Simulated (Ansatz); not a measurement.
ZnSe:
Space group P4₂/mnm (No. 136); a = 6.860 Å, b = 6.860 Å, c = 4.002 Å, α = 90.00°, β = 90.00°, γ = 90.00°

```tsv
atom	site	symmetry	x	y	z
Zn	4g	m.2m	0.1741	0.1741	0.5000
Se	4f	m.2m	0.3139	0.3139	0.0000
```

Relaxed with PBEsol.

Question: Give the optical modes at the zone centre with their infrared activity from DFPT, PBEsol (plane waves, PAW; program Ansatz).

Answer: Transverse frequencies, without the LO–TO term; a row sums one degenerate level.

```tsv
ω (cm⁻¹)	degeneracy	IR ((D/Å)²/amu)	activity	symmetry
19	1	0.00	IR-inactive	B1g
48	2	0.00	IR-inactive	Eg
70	1	0.00	IR-inactive	B1u
71	1	0.00	IR-inactive	A2g
90	1	0.00	IR-inactive	A1g
133	2	1.09	IR	Eu
159	1	0.00	IR-inactive	B1g
183	1	0.00	IR-inactive	A2g
197	2	0.44	IR	Eu
199	1	0.00	IR-inactive	B2g
206	2	19.18	IR	Eu
211	1	0.00	IR-inactive	B2g
222	2	0.00	IR-inactive	Eg
225	1	0.00	IR-inactive	B1u
230	1	9.49	IR	A2u
233	1	0.00	IR-inactive	A1g
```

Question: How high does the top mode go among those that the LO–TO term moves?

Answer: 243 cm⁻¹ for q along x, 243 cm⁻¹ for q along y, 261 cm⁻¹ for q along z.

Space group P4_2/mnm. The start of the workflow was typed in or built on a structure type; neither database checked (COD, Materials Project) lists it. It is not the phase usual at ambient conditions (space group No. 216). Symmetry was held in the PBEsol relaxation; its stability against distortions is not shown here.

Potentials: the earlier of the program's two PAW sets. The files were generated under PBE; for other functionals the program regenerates the frozen cores, and for LDA and PBEsol the local potential too.
